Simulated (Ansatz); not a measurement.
All numbers below come from DFT PBE, scalar-relativistic, plane waves, PAW in Ansatz. Settings: cutoff 420 eV, Γ-centred meshes spaced at most about 0.3 Å⁻¹, and about 0.25 Å⁻¹ or finer for metals (2π included), Gaussian smearing. No spin polarisation in the final relaxations.

These are static total energies at zero pressure. All come from trial cells, and lower structures may exist.

Problem. These unrelaxed guesses for ScB₂P₃ are each relaxed within their symmetry. Order them by the energy at which they end, lowest first.
1.

```xyz
6
Lattice="3.4016 0.0000 0.0000 0.0000 3.4016 0.0000 0.0000 0.0000 7.2215" Properties=species:S:1:pos:R:3 pbc="T T T"
Sc    0.0000    0.0000    4.5145
B     1.7008    1.7008    5.2616
B     0.0000    0.0000    1.9515
P     1.7008    0.0000    7.2111
P     0.0000    1.7008    7.2111
P     1.7008    1.7008    2.7361
```

2.

```xyz
6
Lattice="5.4291 0.0000 0.0000 -2.7145 4.7017 0.0000 0.0000 0.0000 3.6130" Properties=species:S:1:pos:R:3 pbc="T T T"
Sc    0.0000    0.0000    0.0000
B     2.7145    1.5672    0.0000
B     0.0000    3.1345    0.0000
P    -1.3573    2.3509    1.8065
P     2.7145    0.0000    1.8065
P     1.3573    2.3509    1.8065
```

3.

```xyz
6
Lattice="-1.9577 1.9577 4.9631 1.9577 -1.9577 4.9631 1.9577 1.9577 -4.9631" Properties=species:S:1:pos:R:3 pbc="T T T"
Sc    0.0000    0.0000    0.0000
B     0.0000    0.0000    6.8561
B     0.0000    0.0000    3.0700
P     0.0000    1.9577    2.4815
P     0.0000    0.0000    4.9631
P     1.9577    0.0000    2.4815
```

4.

```xyz
6
Lattice="2.4918 -4.4845 0.0000 2.4918 4.4845 0.0000 0.0000 0.0000 4.1128" Properties=species:S:1:pos:R:3 pbc="T T T"
Sc    0.0000    0.0000    0.0000
B     1.2459   -2.2423    2.0564
B     1.2459    2.2423    2.0564
P     2.4918   -1.5961    0.0000
P     2.4918    1.5961    0.0000
P     2.4918    0.0000    2.0564
```

Solution. 3 (ends in I4/mmm, 0 meV/atom), 4 (ends in Cmmm, 63 meV/atom), 2 (ends in P6/mmm, 252 meV/atom), 1 (ends in P4mm, 295 meV/atom). Even the lowest end lies +0.12 eV/atom against the elements.

Cells relaxed within their symmetry can be saddle points. Some candidate types were left out of the draw beforehand, so a known form may be missing.
